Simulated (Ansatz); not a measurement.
A generated cell, in the space group of a known form (sites not compared), of TaCo2: Fd-3m, origin choice 1 (No. 227), cF24, cubic Laves (MgCu2 type); a = b = c = 6.6432 Å, α = β = γ = 90.00°; Ta 8a (0.000, 0.000, 0.000); Co 16d (0.625, 0.625, 0.625). Computed with PBEsol (plane waves to 420 eV, PAW, scalar-relativistic; Ansatz, a program for electronic structure). Element references, the lowest calculated here: Co (P6₃/mmc, ferromagnetic), Ta (Im-3m).

Total energies (eV/atom, σ → 0; comparable only within this code, potentials and settings):

```tsv
phase	E (eV/atom)
TaCo2 (Fd-3m)	-6664.427
Co (P6₃/mmc)	-5092.993
Ta (Im-3m)	-9806.499
TaCo3 (R-3m)	-6271.650
```

**Question.** What is the formation energy of this Fd-3m form of TaCo2 from the elements?

**Answer.** E_f = -6664.427 − [1 × (-9806.499) + 2 × (-5092.993)] / 3 = -0.26 eV/atom (-0.8 eV per formula unit).

A lower structure of this composition may exist.

Static energies, no anion corrections, no zero-point energy. Values are rounded to 0.01 eV/atom. Not shown to be the ambient phase of their composition (a lower form may be missing, and a cell relaxed within its start's symmetry can be a saddle point): TaCo2 (Fd-3m). Spin-orbit coupling is missing from these energies, which matters for elements this heavy. Spin states reached: ferromagnetic, non-magnetic; non-magnetic ones ran without spin or lost their moments; spin orders were not searched systematically.
